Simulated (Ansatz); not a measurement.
A relaxed structure of GeSe. Space group Pnma (No. 62). Computed with PBE (plane waves to 420 eV, PAW, scalar-relativistic; Ansatz, a quantum-chemistry and plane-wave program).

```xyz
8
Lattice="11.2743 0.0000 0.0000 0.0000 3.8371 0.0000 0.0000 0.0000 4.7247" Properties=species:S:1:pos:R:3 pbc="T T T"
Ge     6.2008     0.9593     3.3311
Ge    10.7107     2.8778     0.9688
Ge     5.0735     2.8778     1.3936
Ge     0.5637     0.9593     3.7560
Se     4.0380     0.9593     4.7124
Se     1.5992     2.8778     2.3500
Se     7.2363     2.8778     0.0124
Se     9.6752     0.9593     2.3747
```

- Volume per atom: 25.55 Å³
- Density: 4.93 g/cm³
- Band gap: 0.44 eV, indirect (valence top at 57 % of the way from Y to Γ, conduction bottom at Z) (no spin-orbit coupling)
- Smallest direct gap: 0.67 eV at Z
- Shortest distances: Ge–Se 2.57 Å; Ge–Ge 2.95 Å
- k-mesh: 3×9×7

Band energies at high-symmetry points (eV from the VBM; labels of this space group; no spin-orbit coupling), from −5 eV up to 4.3 eV:

```csv
point,energies
Γ,-4.20 -3.38 -3.11 -2.82 -2.66 -2.43 -2.30 -2.01 -1.71 -1.20 -0.70 -0.57 1.77 1.86 1.93 2.37 3.11 3.19 3.40 3.72 4.25
X,-3.82 -3.82 -2.99 -2.99 -2.83 -2.83 -1.70 -1.70 -1.44 -1.44 -0.76 -0.76 1.36 1.36 2.53 2.53 3.16 3.16 3.97 3.97
S,-3.25 -3.25 -3.25 -3.25 -2.90 -2.90 -2.90 -2.90 -1.88 -1.88 -1.88 -1.88 1.27 1.27 1.27 1.27 3.30 3.30 3.30 3.30
Y,-3.57 -3.57 -3.08 -3.08 -3.02 -3.02 -2.75 -2.75 -1.98 -1.98 -1.59 -1.59 1.24 1.24 1.38 1.38 2.30 2.30 3.79 3.79
Z,-4.51 -4.51 -2.53 -2.53 -1.51 -1.51 -1.41 -1.41 -1.15 -1.15 -0.23 -0.23 0.44 0.44 1.56 1.56 2.50 2.50 4.09 4.09
U,-4.21 -4.21 -2.53 -2.53 -2.09 -2.09 -1.51 -1.51 -0.67 -0.67 -0.34 -0.34 0.52 0.52 1.57 1.57 3.11 3.11 3.39 3.39
R,-4.85 -4.85 -4.85 -4.85 -2.94 -2.94 -2.94 -2.94 -1.60 -1.60 -1.60 -1.60 2.19 2.19 2.19 2.19 4.02 4.02 4.02 4.02
T,-4.70 -4.70 -3.00 -3.00 -2.35 -2.35 -2.18 -2.18 -1.72 -1.72 2.53 2.53 2.93 2.93 3.18 3.18 3.77 3.77
```

No spin polarisation in the result.

It was reached from a disturbed copy of a Pnma (No. 62) cell (AFLOW prototype AB_oP8_62_c_c (B29, as in SnS)), against which it lies +0.006 eV/atom.

The first start was generated by placing the elements on the sites of a structure type. A measured structure of GeSe has the same space group, Pnma (No. 62); the sites were not compared with it.
